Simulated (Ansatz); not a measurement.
**Compressing Mg2FeH6: a fit and a missing row**

Mg2FeH6, Fm-3m, a = 6.279 Å. The structure is a COD entry; whether it is the stable form wasn't checked. Ansatz: LDA, PAW, 420 eV, Γ-centred 8×8×8 mesh on 9 atoms, Gaussian smearing 0.02 eV; no spin polarisation. Shape and atoms are relaxed at each volume; pressure is positive in compression.

| V (Å³/atom) | P (GPa) |
| --- | --- |
| 6.051 | 14.49 |
| 6.257 | 10.03 |
| 6.464 | ? |
| 6.670 | 2.86 |
| 6.876 | -0.01 |
| 7.082 | -2.48 |
| 7.289 | -4.61 |
| 7.564 | -7.02 |

Task: Take V0 = 6.876 Å³/atom, count pressures from its P0 = -0.01 GPa, fit the third-order Birch–Murnaghan form to the other rows, and predict the missing pressure.

Result: With the Eulerian strain f = ½[(V0/V)^(2/3) − 1] and y = (P − P0)/[3f(1 + 2f)^(5/2)], the form is the line y = B0 + 1.5 B0 (B0′ − 4) f. Rows (f, y): 0.04447, 87.8; 0.03246, 88.1; 0.01024, 88.8; -0.00974, 88.8; -0.01907, 88.6; -0.03080, 88.9. Means f = 0.004593, y = 88.500; Σ(Δf)² = 0.004417, ΣΔfΔy = -0.05819; the slope is their ratio. y = 88.56 − 13.18 f GPa, so B0 = 88.6 GPa and B0′ = 4 + 2 × (-13.18)/(3 × 88.56) = 3.90. At V = 6.464, f = 0.02103, y = 88.28 and P = 6.16 GPa. The run gave 6.18 GPa, so the fit is 0.02 GPa too low, within twice the rms miss on the fitted rows (0.01 GPa).

Cost: 8 runs of about 3.2 core-minutes in all, on Intel Xeon Processor @ 2.50GHz (Skylake/Cascade Lake) (shared hosts).